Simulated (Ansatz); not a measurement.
Input:

ScIr3:
```
CELL_PARAMETERS angstrom
      3.89610     0.00000     0.00000
      0.00000     3.89610     0.00000
      0.00000     0.00000     3.89610
ATOMIC_POSITIONS crystal
  Sc 0.00000 0.00000 0.00000
  Ir 0.00000 0.50000 0.50000
  Ir 0.50000 0.00000 0.50000
  Ir 0.50000 0.50000 0.00000
```

This is the PBEsol-relaxed structure.

Problem. All from PBEsol (plane waves, PAW; program Ansatz), unless another level is named. Predict the highest zone-centre frequency.

Solution. 267 cm^-1.

Problem. Give the Young's modulus.

Solution. 345 GPa.

Space group Pm-3m (Cu3Au type). The workflow started from a Materials Project entry (that database holds measured and hypothetical structures alike); the Crystallography Open Database copy checked does not list it. Its standing as an ambient phase is unchecked. The cell was relaxed with PBEsol under the symmetry of its start; whether a distortion lowers the energy is not shown. The run is not spin-polarised. As this level gives no gap, phonon frequencies hold no LO–TO term and depend on the k-mesh and smearing (Fermi–Dirac, 0.1 eV here). Spin–orbit coupling is left out wherever it is not named.

Potentials: the later of the program's two PAW sets.
